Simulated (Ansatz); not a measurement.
CrN2 in space group Pnnm (No. 58; Cr on 2a, N on 4g), PBE (plane waves, PAW; program Ansatz), all energies at zero smearing, with the estimated change up to a 700 eV cutoff added, with one set of potentials and settings (totals compare only within such a set). Cell of 6 atoms (2 Cr, 4 N): -8291.805 eV.

```
element                             reference phase  E (eV/atom)
-------  ------------------------------------------  -----------
Cr       Im-3m, 2 atoms in the cell, spin-polarised   -3377.7530
N                         Pa-3, 8 atoms in the cell    -384.0325
```

Formation energy per atom, worked out: (-8291.805 − 2×(-3377.7530) − 4×(-384.0325))/6 = -0.028 eV/atom (-3 kJ per mol of atoms), at 0 K, without zero-point energy or fitted corrections.

The workflow started from a Materials Project entry (that database holds measured and hypothetical structures alike); the Crystallography Open Database copy checked does not list it. Its standing as an ambient phase is unchecked. Symmetry was held in the PBE relaxation; its stability against distortions is not shown here. Spin order of the final state: ferromagnetic, chosen from 2 collinear starts compared on coarse meshes (ties went to the first, and starts can fall back to one state), not a proven ground state. No Hubbard U is applied. The references are the lowest solids computed at this level, not always the standard phases (solids in place of the gases).

Potentials: the later of the program's two PAW sets.
